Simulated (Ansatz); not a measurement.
Ansatz (a first-principles code) input:

Ansatz 0.2 input:
```yaml
crystal:
  lattice:
    - [0.0, 2.5133347964, 2.5133347964]
    - [2.5133347964, 0.0, 2.5133347964]
    - [2.5133347964, 2.5133347964, 0.0]
  atoms:
    - { symbol: Hf, position: [0.0, 0.0, 0.0] }
    - { symbol: C, position: [0.25, 0.25, 0.25] }
kpoints:
  mp_grid: { grid: [10, 10, 10] }
hamiltonian:
  xc: r2scan
  pseudopotentials: { azcp: { folder: ./paw }, kind: paw }
scf:
  occupations: { method: fixed }
elastic: { mode: relaxed_ion, stencil: two_point, amplitude: 0.005, f_tol: 0.0005 }
output: { polarization: {} }
```

Output (shortened):

```
Pseudopotential: Hf, paw, valence charge 26
Pseudopotential: C, paw, valence charge 4
Functional definition: r2SCAN
Crystal: 2 atoms, lattice volume = 31.753 Å³
Basis set: ecut = 500 eV, 821 PW (Γ), exchange–correlation on 108×108×108 points (64 copies of the dense FFT grid, shifted against one another)
Bands: 19, of which v1, the nominal top of the filled ones, is band 15 counted from 1 (14 counted from 0)
Symmetry: 24 space group operations
Space group: F-43m (ITA 216), of the structure as read, at distance tolerance 3.2e-5 Å
k-points: 47 of 1000 (time reversal used)
SCF 1 converged in 12 iterations: F = -15986.367371 eV  dr2 = 1.41e-14
Crystal: 2 atoms, lattice volume = 31.753 Å³
SCF 2 converged in 2 iterations: F = -15986.367371 eV  dr2 = 2.34e-15
Crystal: 2 atoms, lattice volume = 31.594 Å³
Symmetry: 8 space group operations
k-points: 102 of 1000 (time reversal used)
SCF 3 converged in 10 iterations: F = -15986.366888 eV  dr2 = 1.80e-14
Crystal: 2 atoms, lattice volume = 31.911 Å³
Basis set: ecut = 500 eV, 869 PW (Γ), exchange–correlation on 108×108×108 points (64 copies of the dense FFT grid, shifted against one another)
SCF 4 converged in 10 iterations: F = -15986.366909 eV  dr2 = 7.70e-14
Crystal: 2 atoms, lattice volume = 31.753 Å³
Basis set: ecut = 500 eV, 845 PW (Γ), exchange–correlation on 108×108×108 points (64 copies of the dense FFT grid, shifted against one another)
Symmetry: 4 space group operations
k-points: 171 of 1000 (time reversal used)
SCF 5 converged in 11 iterations: F = -15986.367099 eV  dr2 = 2.05e-14
relax step   1: F+E_penalty+E_count = -15986.36709897 eV  Δ(F+E_penalty+E_count) = +0.000e0 eV  max|allowed force component| = 5.151e-2 eV/Å  Δτ_max = 0.0000 Å  (11 SCF iters, accepted)
Crystal: 2 atoms, lattice volume = 31.753 Å³
SCF 6 converged in 9 iterations: F = -15986.367199 eV  dr2 = 4.04e-14
relax step   2: F+E_penalty+E_count = -15986.36719890 eV  Δ(F+E_penalty+E_count) = -9.993e-5 eV  max|allowed force component| = 8.738e-3 eV/Å  Δτ_max = 0.0017 Å  (9 SCF iters, accepted)
Crystal: 2 atoms, lattice volume = 31.753 Å³
SCF 7 converged in 8 iterations: F = -15986.367202 eV  dr2 = 1.71e-14
relax step   3: F+E_penalty+E_count = -15986.36720187 eV  Δ(F+E_penalty+E_count) = -2.960e-6 eV  max|allowed force component| = 5.473e-7 eV/Å  Δτ_max = 0.0003 Å  (8 SCF iters, accepted)
Crystal: 2 atoms, lattice volume = 31.753 Å³
SCF 8 converged in 2 iterations: F = -15986.367202 eV  dr2 = 4.05e-15
Crystal: 2 atoms, lattice volume = 31.753 Å³
SCF 9 converged in 11 iterations: F = -15986.367099 eV  dr2 = 1.77e-14
relax step   1: F+E_penalty+E_count = -15986.36709897 eV  Δ(F+E_penalty+E_count) = +0.000e0 eV  max|allowed force component| = 5.151e-2 eV/Å  Δτ_max = 0.0000 Å  (11 SCF iters, accepted)
Crystal: 2 atoms, lattice volume = 31.753 Å³
SCF 10 converged in 9 iterations: F = -15986.367199 eV  dr2 = 4.04e-14
relax step   2: F+E_penalty+E_count = -15986.36719890 eV  Δ(F+E_penalty+E_count) = -9.993e-5 eV  max|allowed force component| = 8.738e-3 eV/Å  Δτ_max = 0.0017 Å  (9 SCF iters, accepted)
Crystal: 2 atoms, lattice volume = 31.753 Å³
SCF 11 converged in 8 iterations: F = -15986.367202 eV  dr2 = 1.74e-14
relax step   3: F+E_penalty+E_count = -15986.36720187 eV  Δ(F+E_penalty+E_count) = -2.960e-6 eV  max|allowed force component| = 5.427e-7 eV/Å  Δτ_max = 0.0003 Å  (8 SCF iters, accepted)
Crystal: 2 atoms, lattice volume = 31.753 Å³
SCF 12 converged in 2 iterations: F = -15986.367202 eV  dr2 = 4.45e-15
SCF converged after 2 iterations
Free energy (F): -15986.367371 eV
Harris-Foulkes:  -15986.367371 eV  (|F-HF|=1.09e-11)
Internal energy: -15986.367371 eV  (E = F + TS)
E sigma→0 (E₀):  -15986.367371 eV
Fermi energy:    13.541665 eV
--- Per-component energies (eV) ---
  E_band       = -89.761088
  E_kinetic    = 494.035577
  E_local      = -7048.703225  (includes V_loc(G=0)·N_el)
  E_nonlocal   = 80.230820
  E_hartree    = 3392.169460
  E_xc         = -298.335817
  E_vxc        = -343.957441  (∫ρ·V_xc dr)
  E_paw        = -7822.773903  (= ΣΔE_a)
  E_vpaw       = -72.881304  (= ΣTr[D̂ρ^β])
  E_aug_tail   = 0.000101  (compensation charges beyond the density's cutoff)
  E_vtau       = 17.175463  (kinetic-family band-sum trace: ∫τ·v_τ [+ j·A + Jᵃ·Aᵃ] dr)
  E_ewald      = -4783.287164
  E_core_change = 0.296780  (= ΣΔE_core)
  E_smearing   =  0.000000  (= −TS)
  E_closure    =  0.000000  (closes the sum)
  Σ components = -15986.367371   (vs F -15986.367371, Δ=0.00e0)
--- Forces (eV/Å), atoms counted from 1 ---
  atom   1  Hf     0.00000000     0.00000000     0.00000000
  atom   2  C      0.00000000     0.00000000     0.00000000
  max |Σ_I F_I| component: 3.70e-16 eV/Å
--- Stress (GPa, compression-positive) ---
        0.012350       0.000000       0.000000
        0.000000       0.012350       0.000000
        0.000000       0.000000       0.012350
  P = ⅓ Tr σ = 0.0124 GPa (0.124 kbar)
--- Band table (eV; the first three rows and the last of 47) ---
  k-point 0: bands = ["-49.1557", "-17.0516", "-17.0516", "-17.0516", "1.8197", "2.4528", "2.4528", "2.4528", "2.5005", "2.5005", "2.5005", "2.9296", "11.1843", "11.1843", "11.1843", "17.3788", "17.5328", "17.5328", "23.3057"]
  k-point 1: bands = ["-49.1542", "-17.0859", "-17.0565", "-17.0565", "1.9106", "2.4529", "2.4545", "2.4545", "2.4971", "2.4971", "2.5006", "3.0016", "10.9644", "11.2712", "11.2712", "17.3948", "17.3948", "17.8670", "23.0069"]
  k-point 2: bands = ["-49.1504", "-17.1747", "-17.0693", "-17.0693", "2.0995", "2.4544", "2.4586", "2.4586", "2.4894", "2.4894", "2.5009", "3.2402", "10.5630", "11.4803", "11.4803", "17.2099", "17.2099", "18.8661", "22.5203"]
  k-point 46: bands = ["-49.1354", "-17.3306", "-17.2400", "-17.1813", "2.4170", "2.4537", "2.4632", "2.4720", "2.4773", "2.4778", "2.4836", "4.6104", "10.4006", "11.9198", "13.5417", "14.1351", "17.4755", "19.1383", "20.3343"]
--- Elastic constants: 2 strain directions × 2 members + reference (group order 24) ---
  dense FFT box of the reference and of every strained cell: 27×27×27
  strains applied: 11, 23; error gains: componentwise 1.00 (the most a stress slope's error grows in a printed constant), spectral 1.73 (1 for all six strains …
  C = ∂σ_k/∂η_j (tension-positive GPa; Voigt order 11 22 33 23 13 12):
       191.026    150.408    150.408      0.000      0.000      0.000
       150.408    191.026    150.408      0.000      0.000      0.000
       150.408    150.408    191.026      0.000      0.000      0.000
         0.000      0.000      0.000     68.468      0.000      0.000
         0.000      0.000      0.000      0.000     68.468      0.000
         0.000      0.000      0.000      0.000      0.000     68.468
  reference stress σ⁰ (GPa):     -0.012     -0.012     -0.012      0.000      0.000      0.000
  moduli (Voigt/Reuss/Hill, GPa): K = 163.95/163.95/163.95   G = 49.20/35.14/42.17   E = 116.52   ν = 0.382
  mechanically stable: yes (min eigenvalue of sym C = 40.62 GPa)
  e, the proper piezoelectric tensor (elastic.mode: relaxed_ion; C/m²; rows x y z; Voigt order 11 22 33 23 13 12):
       0.00000    0.00000    0.00000   -0.11348    0.00000    0.00000
       0.00000    0.00000    0.00000    0.00000   -0.11348    0.00000
       0.00000    0.00000    0.00000    0.00000    0.00000   -0.11348
  ±, each entry's uncertainty from the finite density of the strings (C/m²), an estimate: the size of the correction for it that the entry includes:
       0.00000    0.00000    0.00000    0.06237    0.00000    0.00000
       0.00000    0.00000    0.00000    0.00000    0.06237    0.00000
       0.00000    0.00000    0.00000    0.00000    0.00000    0.06237
  strain η (Voigt 11):  stress-route row diagonal C_11 = 191.03 GPa, energy-path curvature d²(F+E_count+ΔE)/dδ²/Ω₀ = 191.04 GPa
         δ    σ_11 (GPa)             F (eV)   n_scf  n_hpsi   n_pw
    -5.000e-3      -0.9634      -15986.3668879      10   48699    821   relax 0 steps, max|allowed force component| 3.61e-16 eV/Å
     5.000e-3       0.9468      -15986.3669089      10   48067    869   relax 0 steps, max|allowed force component| 3.89e-16 eV/Å
  strain η (Voigt 23):  stress-route row diagonal C_44 = 68.47 GPa, energy-path curvature d²(F+E_count+ΔE)/dδ²/Ω₀ = 68.47 GPa
         δ    σ_23 (GPa)             F (eV)   n_scf  n_hpsi   n_pw
    -5.000e-3      -0.3423      -15986.3672019       2   31054    845   relax 3 steps, max|allowed force component| 5.47e-7 eV/Å
     5.000e-3       0.3423      -15986.3672019       2   31036    845   relax 3 steps, max|allowed force component| 5.43e-7 eV/Å
--- Formal polarisation (Berry phase): one branch of a lattice of values; only differences between neighbouring runs are physical ---
  axis  mesh            electronic          ionic      p = total  spread (rad)  least overlap  resolved gap  δp at fixed H ≤   (phases in cycles; p mod 2 …
  b1    10×10×10        0.00000000     1.00000000     1.00000000      1.020767         0.9018        0.5934           9.7e-6
  b2    10×10×10        0.00000000     1.00000000     1.00000000      1.020767         0.9018        0.5934           9.7e-6
  b3    10×10×10        0.00000000     1.00000000     1.00000000      1.020767         0.9018        0.5934           9.7e-6
  quantum along a1:   0.22387949 e/Å² =   358.694489 µC/cm²
  quantum along a2:   0.22387949 e/Å² =   358.694489 µC/cm²
  quantum along a3:   0.22387949 e/Å² =   358.694489 µC/cm²
  P = (  0.15830671,   0.15830671,   0.15830671) e/Å² = (  253.635305,   253.635305,   253.635305) µC/cm²  (mod the quanta)
```

Cost: very roughly 4 core-minutes on shared cores.

The start of the workflow was typed in or built on a structure type; neither database checked (COD, Materials Project) lists it. It is not the phase usual at ambient conditions (space group No. 225). The r²SCAN relaxation kept the symmetry of its start; its stability against distortions is not shown here. The run is not spin-polarised. Spin–orbit coupling is left out wherever it is not named.

Potentials: the earlier of the program's two PAW sets.

Ansatz is a plane-wave DFT program.
